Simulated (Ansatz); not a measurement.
**Zone-centre phonons of ZrSiW: input and output**

All numbers below come from Ansatz, DFT PBE, scalar-relativistic, plane waves, PAW.

It can be run as:
```bash
ansatz run input.yaml --threads 1 --pin off --backend cpu --events-out ev --progress --plain --runs-dir out  # memory cap (--max-ram) not shown
```

Input (bare energies are in eV):
```yaml
crystal:
  lattice:
    - [-1.6750048188, 1.6750048188, 4.6068706875]
    - [1.6750048188, -1.6750048188, 4.6068706875]
    - [1.6750048188, 1.6750048188, -4.6068706875]
  atoms:
    - { symbol: Zr, position: [0.3332116171, 0.3332116171, 0.0] }
    - { symbol: Si, position: [0.6449058695, 0.6449058695, 0.0] }
    - { symbol: W, position: [0.0218825134, 0.0218825134, 0.0] }
basis:
  ecutwfc: 420
kpoints:
  mp_grid: { grid: [18, 18, 18] }
hamiltonian:
  xc: pbe
scf:
  occupations: { method: fermi_dirac, width: 0.15 }
output:
  eigenvalues: true
phonons:
  method: dfpt
  eigenvectors: true
```

The end of the output:
```
--- Phonons (Γ-DFPT): 6 representative perturbations + reference, on 865 of 5832 k-points (Σ response iterations 38) ---
  k mesh reduced under 4 symmetry operations, with k and −k counted as one. Each operation leaves every solved displacement unchanged or reverses it
  ASR residual: 7.575e-4 → 0.000e0 eV/Å²; symmetrization residual: 1.623e-5 eV/Å²
  ASR residual per site (eV/Å²): 7.20e-4 1.80e-5 7.57e-4
  Γ frequencies (cm⁻¹): 0.00 0.00 0.00 139.95 139.95 167.25 277.62 277.62 318.55
  non-analytic LO–TO correction: not included (Born effective charges unavailable; polar crystals: no LO–TO splitting at Γ)
```

The cell was built by swapping an element in a database structure (itself possibly hypothetical) and relaxing; it need not be the stable form of this composition. In a metal, frequencies and elastic constants depend on the k mesh and the smearing, soft modes and shear constants most. Spin–orbit coupling is left out, which can shift energies with elements as heavy as these.